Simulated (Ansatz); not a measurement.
How the gradients follow the element M in Ba5Ge2N6 and its analogues

The numbers come from a DFT calculation in Ansatz (PBE, plane waves and PAW, scalar-relativistic, 420 eV cutoff). The cells come from the Materials Project (computed, not necessarily observed phases), with the atoms as given. Forces reach 0.2 eV/Å in them. Spin–orbit coupling is left out, which moves gradients at and beside heavy atoms (Ba, Hf) by some per cent and at some sites by far more. All compounds take space group C2/c with the same Wyckoff sites and nearly the same cell shape, and differ in the element M (Ge, Hf, Zr). Sites are named by their Wyckoff letter. V_zz in 10²¹ V/m².

```json
{"M": "Ge", "compound": "Ba5Ge2N6", "source": "MP", "cell edges (Å)": "10.782, 7.157, 14.378; β = 99.4°", "first shell of Ba on e": "6 N at 2.67–3.28 Å; also 2 Ba at 3.67 Å", "Ba on e: V_zz (η)": "-13.32 (0.88)", "M on f: V_zz (η)": "7.46 (0.68)"}
{"M": "Hf", "compound": "Ba5Hf2N6", "source": "MP", "cell edges (Å)": "11.267, 7.476, 14.964; β = 96.4°", "first shell of Ba on e": "2 N at 2.64 Å, angle 114°", "Ba on e: V_zz (η)": "9.95 (0.84)", "M on f: V_zz (η)": "32.5 (0.58)"}
{"M": "Zr", "compound": "Ba5Zr2N6", "source": "MP", "cell edges (Å)": "11.321, 7.537, 14.999; β = 96.3°", "first shell of Ba on e": "2 N at 2.63 Å, angle 114°", "Ba on e: V_zz (η)": "?", "M on f: V_zz (η)": "?"}
```

Problem. Estimate the values withheld for Ba5Zr2N6.

Solution. Ba on e: 9.20 (0.92); Zr on f: 13.28 (0.68).

The crystals are a selection from a larger pool of database entries, not a random sample of it.
